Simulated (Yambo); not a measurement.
## MoS₂ monolayer: lowest vertical excitons

```
MoS2
1.0
    3.12034     0.00000     0.00000
   -1.56017     2.70229     0.00000
    0.00000     0.00000    16.10000
S Mo
2 1
Cartesian
  1.56017   0.90076  -1.55289
  1.56017   0.90076   1.55289
  0.00000   0.00000   0.00000
```

The layer was cut from Materials Project entry mp-1434 and relaxed with LDA in a cell 16.1 Å high, with the Coulomb interaction truncated along z.

BSE in Yambo on norm-conserving LDA (Quantum ESPRESSO, 80 Ry, scalar-relativistic) bands: 18×18×1 mesh, 6 valence and 4 conduction bands, static screening with 38 bands and a 3 Ry block, scissor 0.85 eV, Tamm-Dancoff, stochastic integration of W near q = 0; field along x.

```
state  energy (eV)  states within 2 meV  relative strength   class  main transitions
-----  -----------  -------------------  -----------------  ------  ----------------
1             2.19                    2               1.00  strong   VB → CB (100 %)
2             2.39                    2               0.57  strong   VB → CB (100 %)
3             2.42                    1             < 0.01    dark   VB → CB (100 %)
4             2.43                    1             < 0.01    dark   VB → CB (100 %)
5             2.44                    2             < 0.01    weak   VB → CB (100 %)
6             2.50                    2               0.01    weak   VB → CB (100 %)
7             2.51                    2             < 0.01    dark   VB → CB (100 %)
8             2.53                    2             < 0.01    dark   VB → CB (100 %)
```

These are vertical excitations (zero momentum). The direct quasiparticle gap on this mesh is 2.71 eV; counted from there, state 1 is bound by 0.53 eV. On a 15×15×1 mesh the same difference is 0.55 eV.

Spin singlets only. Strengths are relative to the strongest of the lowest states of this run; strong means a line over 3 % of the spectrum's maximum, dark under 0.03 %. Absolute energies carry the error of the G0W0 scissor, whose convergence isn't established.

Spin-orbit splittings are left out.
